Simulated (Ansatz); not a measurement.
NbSi2:
```xyz
9
Lattice="4.7962 0.0000 0.0000 -2.3981 4.1536 0.0000 0.0000 0.0000 6.5779" Properties=species:S:1:pos:R:3 pbc="T T T"
Nb     2.3981     0.0000     0.0000
Nb     1.1990     2.0768     2.1926
Nb    -1.1990     2.0768     4.3853
Si     0.0000     1.3149     0.0000
Si     3.6574     0.6575     2.1926
Si     1.2593     3.4961     4.3853
Si     2.3981     2.8387     0.0000
Si    -1.2593     3.4961     2.1926
Si     1.1387     0.6575     4.3853
```

Relaxed with r²SCAN.

**Question.** Map the electron localisation function on the plane through (0.500, 0.000, 0.000) spanned by u = [1, 1, 0] and v = [1, -1, 0] in lattice vectors, from DFT-r²SCAN in the program Ansatz with PAW potentials.

**Answer.** x is the fraction of u, y of v (the angle between them is 90°; rows are the nearest grid lines); atoms in the plane: Nb at (0.00, 0.00), Nb at (0.50, 0.50), Si at (0.49, 0.17), Si at (0.99, 0.67), Si at (0.01, 0.33), Si at (0.51, 0.83).
```
y \ x   0.000  0.0833  0.167  0.292  0.375  0.458  0.542  0.625  0.708  0.833  0.917   1.00
------  -----  ------  -----  -----  -----  -----  -----  -----  -----  -----  -----  -----
1.00    0.075   0.675  0.614  0.230  0.441  0.462  0.462  0.441  0.230  0.614  0.675  0.075
0.925   0.761   0.693  0.249  0.503  0.701  0.602  0.569  0.699  0.569  0.251  0.672  0.761
0.850   0.231   0.217  0.288  0.687  0.567  0.269  0.346  0.434  0.740  0.399  0.256  0.231
0.775   0.738   0.690  0.534  0.538  0.552  0.327  0.305  0.532  0.688  0.682  0.737  0.738
0.700   0.310   0.277  0.608  0.459  0.549  0.682  0.710  0.657  0.637  0.613  0.226  0.310
0.625   0.223   0.464  0.743  0.311  0.146  0.210  0.210  0.173  0.421  0.728  0.343  0.223
0.550   0.588   0.615  0.525  0.184  0.707  0.737  0.728  0.691  0.197  0.565  0.618  0.588
0.450   0.588   0.618  0.565  0.197  0.691  0.728  0.737  0.707  0.184  0.525  0.615  0.588
0.375   0.223   0.343  0.728  0.421  0.173  0.210  0.210  0.146  0.311  0.743  0.464  0.223
0.300   0.310   0.226  0.613  0.637  0.657  0.710  0.682  0.549  0.459  0.608  0.277  0.310
0.225   0.738   0.737  0.682  0.688  0.532  0.305  0.327  0.552  0.538  0.534  0.690  0.738
0.150   0.231   0.256  0.399  0.740  0.434  0.346  0.269  0.567  0.687  0.288  0.217  0.231
0.0750  0.761   0.672  0.251  0.569  0.699  0.569  0.602  0.701  0.503  0.249  0.693  0.761
0.000   0.075   0.675  0.614  0.230  0.441  0.462  0.462  0.441  0.230  0.614  0.675  0.075
```

The density is the valence pseudo-density with augmentation charge, so density and ELF within about 1 Å of a nucleus are not all-electron values.

Space group P6_222. Symmetry was held in the r²SCAN relaxation. The run is not spin-polarised.

Potentials: the later of the program's two PAW sets.
